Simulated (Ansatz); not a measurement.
**Lattice vibrations of Hf$_{7}$S at Γ**

The calculation used Ansatz 0.2.0, DFT PBE, scalar-relativistic, plane waves, PAW. Plane waves to 420 eV; Γ-centred k mesh 12×12×2; Gaussian smearing of 0.10 eV. No spin polarisation. Phonons by linear response, acoustic sum rule imposed.

Relaxed structure:
```
Hf S
1.0
     3.26624    0.00000    0.00000
    -1.63312    2.82865    0.00000
     0.00000    0.00000   18.60585
Hf S
7 1
Direct
  0.33333 0.66667 0.09739
  0.33333 0.66667 0.90261
  0.66667 0.33333 0.77007
  0.33333 0.66667 0.36598
  0.66667 0.33333 0.50000
  0.66667 0.33333 0.22993
  0.33333 0.66667 0.63402
  0.00000 0.00000 0.00000
```

The cell was found from a proposed guess, not taken from experiment. In a metal, frequencies depend on the k mesh and the smearing, soft modes most. Spin–orbit coupling is left out, which matters for heavy elements.

Q: Is this structure stable against zone-centre distortions?

A: Yes, at Γ: no optical mode is imaginary. Strains and other wave vectors aren't tested by this run.

Q: List the optical modes at Γ (i marks imaginary ones).

A:
| frequency (cm⁻¹) | degeneracy |
| --- | --- |
| 37 | 2 |
| 40 | 2 |
| 67 | 2 |
| 68 | 1 |
| 69 | 2 |
| 74 | 1 |
| 81 | 2 |
| 98 | 2 |
| 113 | 1 |
| 114 | 1 |
| 125 | 1 |
| 134 | 1 |
| 260 | 2 |
| 312 | 1 |
